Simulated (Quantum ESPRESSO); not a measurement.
# TaHf3O7N: a curve over strain

Computed values, not a measurement. The program is pw.x of Quantum ESPRESSO 7.5 (plane-wave density functional theory). The cell is made up: 12 atoms on a fluorite lattice, with randomly drawn elements, strain and displacements, not relaxed. PseudoDojo standard norm-conserving files (v0.5 for PBE, v0.4.1 for LDA and PBEsol) set the functional; there is no spin polarisation, spin-orbit coupling or dispersion term, and the masses in the input are unused placeholders.

The hafnium pseudopotential is less sure than the others, with forces about 3 percent (worst 6) and pressure in oxides about 1.5 GPa (worst 2.7) from a second method in checks, which no rerun with the same files tests.

Seven runs add a strain to one cell (the same along x and y); the atoms follow the cell and are not relaxed. Stress in the table is positive in tension.

Input of the run at -0.0019:

```
&control calculation='scf', pseudo_dir='./dojo.nc.sr.pbe.v0_5.standard.upf', outdir='./o', disk_io='low', tprnfor=.true., tstress=.true. /
&system ibrav=0, nat=12, ntyp=4, nbnd=54, ecutwfc=84.00895049, nosym=.true., tot_charge=0,
 occupations='smearing', smearing='fd', degauss=0.0018374661
/
&electrons conv_thr=7.350e-09, electron_maxstep=60, /
ATOMIC_SPECIES
Hf 1.0 Hf.upf
N 1.0 N.upf
O 1.0 O.upf
Ta 1.0 Ta.upf
CELL_PARAMETERS angstrom
5.1947 0.0309 0.0571
0.0309 5.1215 0.0336
0.057 0.0335 5.1727
ATOMIC_POSITIONS angstrom
Ta 0.0547 -0.0248 -0.0932
Hf 0.1162 2.6656 2.5788
Hf 2.6176 -0.0094 2.6873
Hf 2.6071 2.6235 0.0886
O 1.3248 1.3144 1.282
O 1.2731 1.351 3.9029
O 1.2895 3.9652 1.3001
N 1.4087 3.8923 3.918
O 3.9493 1.2906 1.2782
O 3.8612 1.221 3.8944
O 3.8101 3.8989 1.4354
O 3.9296 3.903 3.9592
K_POINTS automatic
4 4 4 1 1 1
```

| added strain | free energy less that of the input shown (eV) | stress xx (GPa) | stress yy (GPa) | stress zz (GPa) | stress xy (GPa) | pressure (GPa) | next band up at Gamma (eV) | iterations |
| --- | --- | --- | --- | --- | --- | --- | --- | --- |
| -0.0116 | -0.1549 | 9.71 | 3.33 | 11.62 | -1.00 | -8.22 | 1.750 | 14 |
| -0.0074 | -0.0994 | 12.15 | 5.84 | 12.17 | -1.03 | -10.05 | 1.739 | 14 |
| -0.0019 | 0.0000 | 15.20 | 9.00 | 12.83 | -1.07 | -12.34 | 1.718 | 15 |
| +0.0048 | 0.1604 | 18.70 | 12.62 | 13.54 | -1.11 | -14.95 | 1.681 | 15 |
| +0.0160 | 0.5197 | 24.08 | 18.20 | 14.52 | -1.17 | -18.93 | 1.593 | 15 |
| +0.0192 | 0.6417 | 25.50 | 19.68 | 14.75 | -1.19 | -19.98 | 1.564 | 17 |
| +0.0250 | 0.8856 | 27.98 | 22.26 | 15.14 | -1.22 | -21.79 | 1.505 | 17 |

A cubic fit gives a slope of stress xx against the added strain of 530 GPa at zero added strain, with the atoms clamped. Across the table the free energy follows the integral of the stress to within 2.4 meV. A rerun of one of the cells at a cutoff of 1437 eV and k mesh 6 x 6 x 6 moved values by no more than 0.002 eV in energy, 0.04 GPa in stress and 0.005 eV/Å in force. The band column is the level of band 49 at Gamma less that of band 48, whose number is half the electron count, rounded up; it comes from a band step after each run.